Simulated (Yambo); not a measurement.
Yambo run on LiHS (space group Pmc2_1, No. 26). The wavefunctions are PBEsol (Quantum ESPRESSO, PseudoDojo norm-conserving, 74 Ry, no spin-orbit coupling) ones on a 2×4×1 mesh (20 occupied bands); a = 6.1011 Å, b = 3.9234 Å, c = 7.8328 Å, α = β = γ = 90.00°.

Yambo input:

```
rim_cut
gw0
dyson
el_el_corr
HF_and_locXC
ppa
em1d
RandQpts= 1000000
RandGvec= 1 Ry
EXXRLvcs= 74 Ry
VXCRLvcs= 296 Ry
Chimod= "HARTREE"
% BndsRnXp
 5 | 257 |
%
NGsBlkXp= 1 Ry
% LongDrXp
 1.0 | 1.0 | 1.0 |
%
PPAPntXp= 27.2114 eV
% GbndRnge
 1 | 257 |
%
GTermKind= "BG"
DysSolver= "n"
ExtendOut
% QPkrange
 1 | 1 | 20 | 21 |
%
```

k points by index: 1 = Γ.

Table of the .qp output:

```
#    K-point    Band    Eo [eV]    E [eV]    E-Eo [eV]    Vxc [eV]    Vnlxc [eV]    Sc|Eo [eV]    Sc|E [eV]    dSc/dw|Eo [eV]    Re(Z)    Im(Z)
#
    1    20    0.000000    -0.982318    -0.982318    -12.75609    -16.17019    2.244752    2.431775    -5.179992    0.840079    -0.001430
    1    21    3.366550    4.572760    1.206210    -8.914284    -4.480093    -3.006761    -3.227981    -4.989932    0.845037    -0.001366
```
(The two width columns are left out.) Convergence of these settings isn't established.

Geometry of the Materials Project entry, not relaxed at this level.
